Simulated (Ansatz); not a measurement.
SnTe:
Space group Fm-3m (No. 225); a = b = c = 6.3742 Å, α = β = γ = 90.00°

| atom | site | symmetry | x | y | z |
|---|---|---|---|---|---|
| Te | 4a | m-3m | 0.0000 | 0.0000 | 0.0000 |
| Sn | 4b | m-3m | 0.5000 | 0.5000 | 0.5000 |
(The calculation used a cell of 2 atoms; values per cell refer to that cell.)

Relaxed with r²SCAN.

### Question
Decompose the optical modes at the zone centre into irreducible representations, and say which are infrared and Raman allowed.

### Answer
Point group m-3m: Γ_opt = T1u. Infrared: T1u. Raman: none.

### Question
Assign frequencies (DFPT, the program Ansatz at the r²SCAN level (PAW); without the LO–TO term).

### Answer
T1u 63i cm⁻¹.

The r²SCAN relaxation kept the symmetry of its start. At this level the phase is dynamically unstable (imaginary phonons). Scalar-relativistic: spin–orbit coupling is off unless named, which matters more the heavier the elements.

Potentials: the later of the program's two PAW sets.
